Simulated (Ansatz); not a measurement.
**Sn: energy along a strain**

Sn, Im-3m, a = 3.745 Å (as given, not relaxed at this level: -0.3 GPa). This isn't the element's structure at ambient conditions. Ansatz: PBEsol, PAW, 420 eV, Γ-centred 22×22×22 mesh on 1 atom, Gaussian smearing 0.15 eV; no spin polarisation. Cell vectors (Å): -1.872 1.872 1.872; 1.872 -1.872 1.872; 1.872 1.872 -1.872. The cell is strained by x per cent times the pattern (1 1 0 0 0 0) in the order xx yy zz yz xz xy (engineering shears), with fractional coordinates held. y is the free energy over the start, V0 = 26.257 Å³/atom.

```tsv
x (%)	y (meV/atom)
-4.00	?
-3.00	14.40
-2.00	5.40
-1.00	0.72
0.00	0.00
1.00	2.83
2.00	8.70
3.00	17.16
3.50	22.28
4.00	27.96
```

Task: Fit y = c1 x + c2 x² + c3 x³ to the other rows, get the stiffness along the pattern, and predict the missing energy.

Result: Least squares on the rows shown. y = 1.1086 x + 1.7554 x² − 0.071678 x³. The clamped-ion stiffness p·C·p = 2 × 17.55 eV × 160.2 / 26.257 Å³ = 214 GPa (second derivative at the start, which stands under stress). At x = -4.00 the fit asked for gives 28.24 meV/atom. The run gave 28.23 meV/atom, so the fit is 0.01 meV/atom too high, within the rms miss on the fitted rows (0.03 meV/atom).

Cost: 10 runs of about 2.3 core-minutes in all, on Arm Neoverse V1 (shared hosts).